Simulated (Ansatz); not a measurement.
**Structures of TlPt₂: which is lowest?**

Plane-wave DFT in Ansatz with scalar-relativistic PAW potentials, cutoff 420 eV, Γ-centred meshes chosen by cell and gap, Gaussian smearing with energies taken to zero width. Every cell was relaxed (cell and atoms) in a run of its own, within the symmetry of its start. Functional: PBE.

Relaxed structures (starts from databases or built by putting these elements on another compound's sites):
A. Pmn2_1, 6 atoms in the computed cell, a = 4.528 Å, b = 3.962 Å, c = 7.149 Å; sites (symmetry × multiplicity) Tl m.. × 2, Pt m.. × 2 + m.. × 2; start: built
B. P6/mmm, 3 atoms in the computed cell, a = 4.395 Å, c = 3.713 Å; sites (symmetry × multiplicity) Tl 6/mmm × 1, Pt -6m2 × 2; start: built

Task: Rank them by energy. Could pressure change the order?

Result:
| structure | group | E − E(lowest) (meV/atom) | V (Å³/atom) | gap on mesh (eV) |
| --- | --- | --- | --- | --- |
| A | Pmn2_1 | 0.0 | 21.38 | 0.00 |
| B | P6/mmm | 27.9 | 20.70 | 0.00 |

A is lowest, 28 meV/atom under B. B is denser by 0.68 Å³/atom, so pressure favours it: ΔE/ΔV, with ΔE in eV and 1 eV/Å³ = 160.2 GPa, gives about 7 GPa for equal enthalpy if both cells were rigid, a rough figure since the two compress differently. Other structures may lie lower than all of these, and vibrations aren't counted.

Spin-orbit coupling is left out, which matters for the bands of heavy elements. For Tl, Pb and Bi spin-orbit coupling shifts energies too.